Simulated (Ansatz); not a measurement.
B4C:
```xyz
15
Lattice="2.8162 1.6259 4.0254 -2.8162 1.6259 4.0254 0.0000 -3.2519 4.0254" Properties=species:S:1:pos:R:3 pbc="T T T"
B     -1.4024    -0.8097     7.7340
B      1.4024     0.8097     4.3421
B      1.4024    -0.8097     7.7340
B     -1.4024     0.8097     4.3421
B      0.0000     1.6193     7.7340
B      0.0000    -1.6193     4.3421
B     -0.9120    -0.5265    10.7010
B      0.9120     0.5265     1.3751
B      0.9120    -0.5265    10.7010
B     -0.9120     0.5265     1.3751
B      0.0000     1.0531    10.7010
B      0.0000    -1.0531     1.3751
C      0.0000     0.0000     7.3635
C      0.0000     0.0000     4.7126
C      0.0000     0.0000     6.0380
```

Cartesian axes are those of the cell as given.

**Question.** Give the high-frequency dielectric tensor and the Born effective charge tensors of the independent atoms from DFPT, r²SCAN in the plane-wave PAW code Ansatz.

**Answer.** 
ε∞:
```
7.30  0.00  0.00
0.00  7.30  0.00
0.00  0.00  8.91
```
Z* of atom 1 (B), rows: field, columns: displacement, in e:
```
 0.82   0.52  -0.06
 0.52   0.21  -0.04
-0.86  -0.50  -0.15
```
Z* of atom 7 (B), rows: field, columns: displacement, in e:
```
-0.05   0.13   0.08
 0.13  -0.20   0.05
 0.32   0.19   0.03
```
Z* of atom 13 (C), rows: field, columns: displacement, in e:
```
-1.77   0.00   0.00
 0.00  -1.77   0.00
 0.00   0.00  -2.76
```
Z* of atom 15 (C), rows: field, columns: displacement, in e:
```
1.20  0.00  0.00
0.00  1.20  0.00
0.00  0.00  6.25
```

Static charges for comparison (Bader): B1 +0.35, B7 +0.09, C13 -1.05, C15 -0.53 e. Born charges measure polarisation by displacement and can exceed these by far.

Space group R-3m. The first step of the workflow began from a Materials Project structure, measured or hypothetical; the Crystallography Open Database copy checked does not list it. Whether it is the stable phase at ambient conditions was not checked. The cell was relaxed with r²SCAN under the symmetry of its start; whether a distortion lowers the energy is not shown.

Potentials: the later of the program's two PAW sets.
